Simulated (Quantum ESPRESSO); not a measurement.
## Band energies of AgI

```
CELL_PARAMETERS angstrom
      0.00000     3.22284     3.22284
      3.22284     0.00000     3.22284
      3.22284     3.22284     0.00000
ATOMIC_POSITIONS crystal
  Ag 0.00000 0.00000 0.00000
  I  0.25000 0.25000 0.25000
```

PBEsol (pw.x of Quantum ESPRESSO, ONCV potentials, with spin-orbit coupling); path ΓXWKΓLUWLK,UX; energies in eV from the valence-band maximum.

| k (1/Å) | point | band 26 | band 27 | band 28 | band 29 | band 30 | band 31 | band 32 | band 33 |
|---|---|---|---|---|---|---|---|---|---|
| 0.00 | Γ | 0.00 | 0.97 | 0.97 | 5.22 | 5.22 | 5.51 | 5.51 | 5.51 |
| 0.22 |  | -0.26 | 1.75 | 1.75 | 4.87 | 4.87 | 5.70 | 5.70 | 5.83 |
| 0.43 |  | -0.85 | 2.86 | 2.86 | 4.08 | 4.08 | 6.61 | 6.61 | 6.68 |
| 0.76 |  | -1.69 | 3.30 | 3.30 | 3.57 | 3.57 | 7.55 | 7.55 | 8.48 |
| 0.97 | X | -1.90 | 3.19 | 3.19 | 3.52 | 3.52 | 8.13 | 8.13 | 9.40 |
| 1.34 |  | -1.90 | 4.13 | 4.40 | 4.42 | 4.46 | 6.60 | 6.69 | 6.97 |
| 1.46 | W | -1.89 | 4.31 | 4.69 | 4.84 | 4.90 | 5.98 | 6.13 | 6.66 |
| 1.58 |  | -1.83 | 4.13 | 4.36 | 4.69 | 4.84 | 6.30 | 6.40 | 6.90 |
| 1.81 | K | -1.67 | 3.56 | 3.59 | 4.58 | 4.80 | 7.23 | 7.39 | 7.78 |
| 1.91 |  | -1.46 | 3.63 | 3.71 | 4.91 | 5.17 | 6.83 | 7.14 | 7.30 |
| 2.12 |  | -1.00 | 3.50 | 3.68 | 5.22 | 5.36 | 5.80 | 6.05 | 6.57 |
| 2.43 |  | -0.41 | 2.53 | 2.60 | 4.96 | 5.05 | 5.80 | 5.84 | 5.94 |
| 2.63 |  | -0.12 | 1.64 | 1.65 | 5.09 | 5.12 | 5.51 | 5.53 | 5.72 |
| 2.84 | Γ | 0.00 | 0.97 | 0.97 | 5.22 | 5.22 | 5.51 | 5.51 | 5.51 |
| 2.95 |  | -0.02 | 1.21 | 1.21 | 5.23 | 5.23 | 5.47 | 5.47 | 5.56 |
| 3.16 |  | -0.23 | 2.02 | 2.02 | 5.17 | 5.17 | 5.67 | 5.67 | 5.85 |
| 3.47 |  | -0.67 | 2.41 | 2.41 | 5.87 | 5.87 | 6.00 | 6.01 | 6.31 |
| 3.68 | L | -0.81 | 2.41 | 2.41 | 5.85 | 5.85 | 5.96 | 5.96 | 6.87 |
| 3.98 |  | -1.22 | 3.25 | 3.37 | 5.11 | 5.19 | 6.54 | 6.54 | 6.77 |
| 4.18 |  | -1.54 | 3.59 | 3.66 | 4.79 | 5.03 | 6.87 | 7.13 | 7.42 |
| 4.28 | U | -1.67 | 3.56 | 3.59 | 4.58 | 4.80 | 7.23 | 7.39 | 7.78 |
| 4.51 |  | -1.83 | 4.13 | 4.36 | 4.69 | 4.84 | 6.30 | 6.40 | 6.90 |
| 4.63 | W | -1.89 | 4.31 | 4.69 | 4.84 | 4.90 | 5.98 | 6.13 | 6.66 |
| 4.72 |  | -1.80 | 4.24 | 4.57 | 4.86 | 4.94 | 5.90 | 6.01 | 6.91 |
| 5.02 |  | -1.21 | 3.29 | 3.42 | 5.13 | 5.16 | 6.21 | 6.34 | 7.00 |
| 5.22 |  | -0.89 | 2.52 | 2.57 | 5.72 | 5.74 | 5.98 | 6.01 | 6.92 |
| 5.32 | L | -0.81 | 2.41 | 2.41 | 5.85 | 5.85 | 5.96 | 5.96 | 6.87 |
| 5.49 |  | -1.01 | 2.75 | 2.83 | 5.49 | 5.51 | 6.13 | 6.14 | 6.92 |
| 5.66 |  | -1.29 | 3.39 | 3.51 | 5.02 | 5.14 | 6.63 | 6.70 | 6.80 |
| 5.91 | K | -1.67 | 3.56 | 3.59 | 4.58 | 4.80 | 7.23 | 7.39 | 7.78 |
| 5.91 | U | -1.67 | 3.56 | 3.59 | 4.58 | 4.80 | 7.23 | 7.39 | 7.78 |
| 6.00 |  | -1.81 | 3.48 | 3.48 | 4.17 | 4.33 | 7.51 | 7.53 | 8.23 |
| 6.26 | X | -1.90 | 3.19 | 3.19 | 3.52 | 3.52 | 8.13 | 8.13 | 9.40 |

The PBEsol gap is direct, 0.97 eV at Γ.

Geometry relaxed with PBEsol.
